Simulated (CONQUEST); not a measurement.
Input and output of a self-consistent single point for GePd (P1, 8 atoms in the cell; from Materials Project mp-1424, changed as shown) (CONQUEST).

Method: LDA (PW92), numerical atomic orbitals double-zeta with polarisation (the shipped basis), PseudoDojo norm-conserving potentials made for LDA in CONQUEST.

The change in words: atoms moved at random. Reference geometry (Pnma):
```
GePd
1.0
    5.78357     0.00000     0.00000
    0.00000     3.54926     0.00000
    0.00000     0.00000     6.29615
Ge Pd
4 4
Direct
  0.81460   0.75000   0.57781
  0.18540   0.25000   0.42219
  0.68540   0.25000   0.07781
  0.31460   0.75000   0.92219
  0.99622   0.75000   0.19099
  0.00378   0.25000   0.80901
  0.50378   0.25000   0.69099
  0.49622   0.75000   0.30901
```

Reference input (self-consistent single point, DFT, LDA (PW92), numerical atomic orbitals double-zeta with polarisation (the shipped basis), PseudoDojo norm-conserving potentials made for LDA): basis = DZP; Diag.MPMeshX, Y, Z = 4 6 4; potentials = PseudoDojo norm-conserving LDA; Grid.GridCutoff = 140 Ha; DM.SolutionMethod = diagon; Diag.kT = 0.003675 Ha; Diag.GammaCentred = true; minE.SCTolerance = 1.0e-06; SC.MaxIters = 100; SC.LinearMixingFactor = 0.3; SC.KerkerPreCondition = true; SC.KerkerFactor = 0.5 1/bohr. This run's input differs from it in these lines:

```diff
@@ -36,10 +36,10 @@
 8
-    0.814600000     0.750000000     0.577810000  1 T T T
-    0.185400000     0.250000000     0.422190000  1 T T T
-    0.685400000     0.250000000     0.077810000  1 T T T
-    0.314600000     0.750000000     0.922190000  1 T T T
-    0.996220000     0.750000000     0.190990000  2 T T T
-    0.003780000     0.250000000     0.809010000  2 T T T
-    0.503780000     0.250000000     0.690990000  2 T T T
-    0.496220000     0.750000000     0.309010000  2 T T T
+    0.809903000     0.744625000     0.569669000  1 T T T
+    0.172992000     0.250724000     0.429242000  1 T T T
+    0.693465000     0.253870000     0.079003000  1 T T T
+    0.316413000     0.772468000     0.925489000  1 T T T
+    0.990385000     0.751113000     0.193254000  2 T T T
+    0.009635000     0.237125000     0.805944000  2 T T T
+    0.503753000     0.248345000     0.688701000  2 T T T
+    0.503453000     0.741730000     0.308697000  2 T T T
```

The program printed (abridged):

```
    new_SC_potl: Starting.  Tolerance:  0.10000E-05

    PulayMixSC: Starting Pulay mixing, A_up =  0.300 A_dn =  0.300
    PulayMixSC: Spin non-polarised calculation.
    PulayMixSC: with Kerker preconditioning, q0 =  0.500
          Harris-Foulkes Energy            :      -896.941205555101533 Ha
          GroundState Energy (E-(1/2)TS)   :      -896.942268522401491 Ha
          Free Energy (E-TS)               :      -896.943331489701450 Ha
          DFT Total Energy                 :      -896.806372915847305 Ha
          Total number of electrons        :       127.999999999996206
   [... lines left out ...]
          Total number of electrons        :       128.000105202379217
    PulayMixSC: Pulay iteration    17 residual:              0.15861E-05
          Harris-Foulkes Energy            :      -896.888489111722492 Ha
          GroundState Energy (E-(1/2)TS)   :      -896.889472788033800 Ha
          Free Energy (E-TS)               :      -896.890456464344993 Ha
          DFT Total Energy                 :      -896.888489028042500 Ha
          Total number of electrons        :       128.000109418048481
    PulayMixSC: Pulay iteration    18 residual:              0.85827E-06
    PulayMixSC: Reached SCF tolerance of  0.85827E-06 after     18 iterations
      | Number of electrons      =       128.000109
      |* band energy as 2Tr[K.H] =      -139.513618001364335 Ha
      |  screened ion-ion energy =      -721.988381553424119 Ha
      |  Ha correction           =         4.625533952332053 Ha
      |  XC correction           =       -40.012008382610929 Ha
      | GS Energy as E-(1/2)TS   =      -896.889472788033800 Ha
      | Free Energy as E-TS      =      -896.890456464344993 Ha
      |* Harris-Foulkes energy   =      -896.888489111722492 Ha
      |* DFT total energy        =      -896.888489028042500 Ha
      |  estimated accuracy      =        -0.000000083679993 Ha

    force: Forces on atoms (Ha/A )
    force:  Atom   X              Y              Z
   [... lines left out ...]
    force: Maximum force :        0.02912813(Ha/A ) on atom         1 in z direction
   [... lines left out ...]
    force: Force Residual:        0.02265531 Ha/A
    force: Total stress:          2.76718150     0.06095104    -0.12192587 GPa
                             0.06095104     3.73872031     0.42206386
                            -0.12192587     0.42206386     2.86084167
    force: Average pressure:     -3.12224783 GPa

    force: Finished force
    get_E_and_F: Change in energy during last step of electronic optimisation:  0.36668E-06
```

The run converged in 18 iterations. CONQUEST prints the stress tensor with tension positive. Against the reference run the free energy rises by 16.6 meV/atom, the pressure goes from -3.76 to -3.12 GPa and the largest force goes from 0.136 to 0.805 eV/Å.

The program uses no crystal symmetry, so grid and mesh can part values that symmetry would make equal. The atom-centred basis is finite, which shifts total energies, pressures and forces against plane waves. The structure comes from a collection of computed structures, made at another level of theory; the collection holds predicted forms beside known ones. No clean gap shows at this smearing width and mesh (spacing up to 0.30 Å⁻¹); the mesh is coarse for partly filled bands, so the values carry mesh errors.

Cost on one core: very roughly 3 core-minutes.
